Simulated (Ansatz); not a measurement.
Problem. Name crystals whose computed values (the program Ansatz at the PBEsol level (PAW)) fall in these windows: highest Γ mode, no LO–TO term (cm⁻¹) 340 to 440; B₀ by P(V) fit (GPa) 320 to 390; G_Hill (GPa) 120 to 150.

Solution. 

| crystal | highest Γ mode, no LO–TO term (cm⁻¹) | B₀ by P(V) fit (GPa) | G_Hill (GPa) |
|---|---|---|---|
| TaN, rock salt | 411 | 357 | 135 |
Others may fit too.

The cell was relaxed under the symmetry of its start. Rows with no word on spin ran without spin polarisation. Spin–orbit coupling is left out wherever it is not named.

Potentials: the earlier of the program's two PAW sets.
